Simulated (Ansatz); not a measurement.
**YIr2 (Fd-3m): electronic heat capacity and spin susceptibility from the density of states**

Theory: DFT r2SCAN, scalar-relativistic, plane waves, PAW in Ansatz 0.2.0.

Settings: cutoff 500 eV, Γ-centred mesh 8×8×8 on the computed 6-atom cell, Gaussian smearing of 0.10 eV; no spin polarisation.

Relaxed cell: Fd-3m, a = 7.539 Å, b = 7.539 Å, c = 7.539 Å, α = 90.00°, β = 90.00°, γ = 90.00°, 6 atoms in the primitive cell. Whether it is the stable form of this composition wasn't checked.

The density of states at the Fermi level is 3.265 states/eV in the cell of 6 atoms (2 formula units; both spins, tetrahedra on a 12×12×12 mesh). Averaged over bins of 0.1 eV the density runs from 1.7 to 7.7 states/eV within 0.2 eV of the Fermi level, so the figure hangs on the exact place of that level.

What Sommerfeld coefficient and Pauli susceptibility does this give?

Per formula unit N(E_F) = 1.633 states/eV. γ = (π²/3) k_B² N(E_F) N_A = 2.357 mJ/(mol K²) per state/eV, so γ = 3.8 mJ/(mol K²), a mole of formula units. χ_P = μ_B² N(E_F) N_A = 3.23×10⁻⁵ emu/mol per state/eV gives 5.3×10⁻⁵ emu/mol. This is the bare band result: a measured γ of the same phase is as a rule larger by a factor 1 + λ from phonons and spin fluctuations, the spin part of χ is larger by the Stoner factor, and a measured χ also holds orbital and core terms. N(E_F) at one energy is sensitive to the mesh where the density of states has sharp peaks.

Spin-orbit coupling is left out, which matters for the bands of heavy elements.

Cost: 1 run of about 1.7 core-minutes, on Arm Neoverse V1 (shared hosts).